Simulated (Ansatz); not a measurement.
# MnTl2GeTe4: computed property card

MnTl₂GeTe₄:
```
CELL_PARAMETERS angstrom
     -4.25801     4.25801     3.47653
      4.25801    -4.25801     3.47653
      4.25801     4.25801    -3.47653
ATOMIC_POSITIONS crystal
  Mn 0.50000 0.50000 0.00000
  Tl 0.00000 0.50000 0.50000
  Tl 0.50000 0.00000 0.50000
  Ge 0.00000 0.00000 0.00000
  Te 0.93595 0.93595 0.33977
  Te 0.06405 0.40382 0.00000
  Te 0.59618 0.59618 0.66023
  Te 0.40382 0.06405 0.00000
```
The run is spin-polarised; directions of the spins, atom by atom: ↑ 0 0 0 0 0 0 0.

Space group I-42m (No. 121); conventional cell a = 8.516 Å, b = 8.516 Å, c = 6.953 Å, α = 90.00°, β = 90.00°, γ = 90.00°.

Method: r²SCAN+D4 (plane waves, PAW; program Ansatz). Geometry: relaxed at this level of theory. Other levels are named where they apply.

### Cell and energy

```yaml
volume_per_atom: 31.52 Å³
density: 6.89 g/cm³
Formation energy from the elements (no fitted shifts): -0.35 eV/atom
```

### Electronic structure

```yaml
band_gap: 0.50 eV (smallest direct gap 0.52 eV)
valence_band_maximum: at M
conduction_band_minimum: at Z (2 equivalent valleys)
electron_effective_mass: 0.31, 0.33, 0.33 mₑ (principal values)
hole_effective_mass: 0.39, 0.39, 4.8 mₑ (principal values)
```

### Magnetism

```yaml
magnetic_order: ferromagnetic
net_moment: 0.63 μB per atom
```

### Charges

```yaml
bader_charges: Mn +0.96, Tl +0.49, Ge +0.44, Te -0.60 e
```

The first step of the workflow began from a Materials Project structure, measured or hypothetical; the Crystallography Open Database files this formula in space group No. 121, but the cells were not matched. Whether it is the stable phase at ambient conditions was not checked. Symmetry was held in the r²SCAN+D4 relaxation; its stability against distortions is not shown here. The final state is ferromagnetic, the only order run, not a proven ground state. The cell computed holds one magnetic atom, so no antiferromagnetic order was within reach. Other orbital occupations within this spin state were not tried. No Hubbard U is applied. The references are the lowest solids computed at this level, not always the standard phases. The manganese reference at this level is a Cmcm phase, not α-Mn. Scalar-relativistic: spin–orbit coupling is off unless named, which matters more the heavier the elements.

Potentials: the later of the program's two PAW sets.
